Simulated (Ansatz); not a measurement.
Density of states of a TiMo₅W₂O₁₆ cell (elements on a rutile lattice, relaxed), per eV and atom, broadened by Gaussian smearing of width 0.1 eV and averaged over bins of 0.4 eV, from 8 eV under the Fermi level at most up to where the solved bands end.

The calculation used Ansatz 0.2.0, DFT r2SCAN, scalar-relativistic, plane waves, PAW.

Settings: cutoff 500 eV, Γ-centred mesh 6×6×6 on the computed 24-atom cell, Gaussian smearing of 0.10 eV; no spin polarisation.

```yaml
crystal:
  lattice:
    - [4.85552, -4.87379, 0.00130]
    - [-4.88142, -4.89969, -0.00030]
    - [0.01191, 4.88739, -5.55987]
  atoms:
    - { symbol: O, position: [0.74760, 0.45295, 0.49762] }
    - { symbol: O, position: [0.49850, 0.22111, 0.99791] }
    - { symbol: O, position: [0.24952, 0.95278, 0.50199] }
    - { symbol: O, position: [0.00500, 0.72845, 0.01061] }
    - { symbol: O, position: [0.75038, 0.04517, 0.49758] }
    - { symbol: O, position: [0.49943, 0.77761, 0.99802] }
    - { symbol: O, position: [0.25320, 0.54978, 0.50185] }
    - { symbol: O, position: [0.00638, 0.28286, 0.01048] }
    - { symbol: O, position: [0.91555, 0.12470, 0.24710] }
    - { symbol: O, position: [0.67663, 0.87839, 0.75588] }
    - { symbol: O, position: [0.41182, 0.62264, 0.24313] }
    - { symbol: O, position: [0.15340, 0.37583, 0.74908] }
    - { symbol: O, position: [0.33188, 0.12336, 0.24742] }
    - { symbol: O, position: [0.07981, 0.87782, 0.75576] }
    - { symbol: O, position: [0.83163, 0.62123, 0.24307] }
    - { symbol: O, position: [0.59649, 0.37440, 0.74950] }
    - { symbol: Ti, position: [0.74526, 0.74607, 0.49027] }
    - { symbol: Mo, position: [0.48678, 0.48682, 0.97298] }
    - { symbol: Mo, position: [0.26004, 0.26022, 0.51963] }
    - { symbol: Mo, position: [0.61466, 0.11488, 0.22885] }
    - { symbol: Mo, position: [0.38866, 0.88913, 0.77756] }
    - { symbol: Mo, position: [0.88482, 0.38501, 0.76912] }
    - { symbol: W, position: [0.00172, 0.00203, 0.00338] }
    - { symbol: W, position: [0.11477, 0.61478, 0.22893] }
```

```csv
E − E_F (eV),total,O 2p,Mo 4d,W 5d,Ti 3d
-7.85,0.773,0.511,0.123,0.093,0.011
-7.45,0.660,0.453,0.113,0.055,0.009
-7.05,0.668,0.476,0.113,0.036,0.012
-6.65,0.604,0.444,0.093,0.029,0.011
-6.25,0.633,0.478,0.083,0.030,0.015
-5.85,0.711,0.543,0.092,0.032,0.019
-5.45,0.800,0.647,0.076,0.029,0.020
-5.05,0.874,0.737,0.071,0.022,0.015
-4.65,0.872,0.751,0.062,0.020,0.016
-4.25,0.693,0.609,0.042,0.016,0.011
-3.85,0.766,0.690,0.041,0.012,0.010
-3.45,0.476,0.438,0.024,0.004,0.003
-3.05,0.223,0.208,0.009,0.003,0.001
-2.65,0.036,0.034,0.002,0.000,0.000
-2.25,0.068,0.010,0.051,0.004,0.002
-1.85,0.207,0.041,0.136,0.019,0.004
-1.45,0.291,0.065,0.174,0.041,0.002
-1.05,0.189,0.031,0.132,0.020,0.003
-0.65,0.267,0.046,0.168,0.041,0.007
-0.25,0.396,0.073,0.202,0.082,0.029
0.15,0.322,0.058,0.147,0.068,0.042
0.55,0.380,0.067,0.193,0.062,0.048
```

The columns after the total are the largest Löwdin projections on the valence shells of the potentials, so they needn't add up, and the weight of a shell that a potential lacks goes to other orbitals. The cell has no gap on the mesh.

Spin-orbit coupling is left out, which matters for the bands of heavy elements. Spin polarisation was left out, and a magnetic state may lie lower.

Cost: 2 runs of about 17 core-minutes in all (earlier runs that led there not counted), on Intel Xeon 6975P-C (Granite Rapids) (shared hosts).